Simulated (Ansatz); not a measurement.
H4NF:
```
H4NF
1.0
    4.42011     0.00000     0.00000
   -2.21006     3.82793     0.00000
    0.00000     0.00000     7.13424
H N F
8 2 2
Direct
  0.53848   0.07697   0.92309
  0.46152   0.53848   0.42309
  0.92303   0.46152   0.92309
  0.46152   0.92303   0.42309
  0.53848   0.46152   0.92309
  0.07697   0.53848   0.42309
  0.33333   0.66667   0.22902
  0.66667   0.33333   0.72902
  0.33333   0.66667   0.37483
  0.66667   0.33333   0.87483
  0.33333   0.66667   0.99706
  0.66667   0.33333   0.49706
```

Relaxed with r²SCAN+D4.

Give the Bader charges and basin volumes of the independent atoms, r²SCAN+D4 in the plane-wave PAW code Ansatz.



```json
[
 {"atom": "H1", "Bader charge (e)": "+0.52", "Bader volume (Å³)": "2.4"},
 {"atom": "H7", "Bader charge (e)": "+0.52", "Bader volume (Å³)": "2.4"},
 {"atom": "N9", "Bader charge (e)": "-1.28", "Bader volume (Å³)": "17.5"},
 {"atom": "F11", "Bader charge (e)": "-0.82", "Bader volume (Å³)": "18.2"}
]
```

Space group P6_3mc. The workflow started from a Materials Project entry (that database holds measured and hypothetical structures alike); the Crystallography Open Database files this formula in space group No. 186, but the cells were not matched. Its standing as an ambient phase is unchecked. The cell was relaxed with r²SCAN+D4 under the symmetry of its start; whether a distortion lowers the energy is not shown.

Potentials: the later of the program's two PAW sets.
